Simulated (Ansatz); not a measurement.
Values for one crystal, relaxed and computed with plane-wave PAW r²SCAN (Ansatz code); other levels are named.

| Property | Value |
|---|---|
| Volume per atom | 13.48 Å³ |
| Electronic character | metallic (no gap) |
| Density of states at the Fermi level | 0.57 states/eV per atom (mean over ±0.08 eV) |
| Gap with spin–orbit coupling | none (metallic) |
| Bulk modulus (Birch–Murnaghan fit) | 1940 kbar |
| Pressure derivative B′ | 4.4 |
| Formation energy from the elements (no fitted shifts) | -459 meV/atom |

### Question
Pick the material that matches.
(A) Be3Ni, I4/mmm (Be on 4d, Be on 2b, Ni on 2a)
(B) ZrFe2, cubic Laves (MgCu2 type)
(C) CaPt2, cubic Laves (MgCu2 type)
(D) HfNi2, cubic Laves (MgCu2 type)

### Answer
D, HfNi2, cubic Laves (MgCu2 type)

Space group Fd-3m (cubic Laves (MgCu2 type)). The workflow started from an entry of the Crystallography Open Database (COD). Its standing as an ambient phase is unchecked. The r²SCAN relaxation kept the symmetry of its start; its stability against distortions is not shown here. The workflow began spin-polarised and lost its moments. The references are the lowest solids computed at this level, not always the standard phases. Spin–orbit coupling is left out wherever it is not named.

Potentials: the later of the program's two PAW sets.
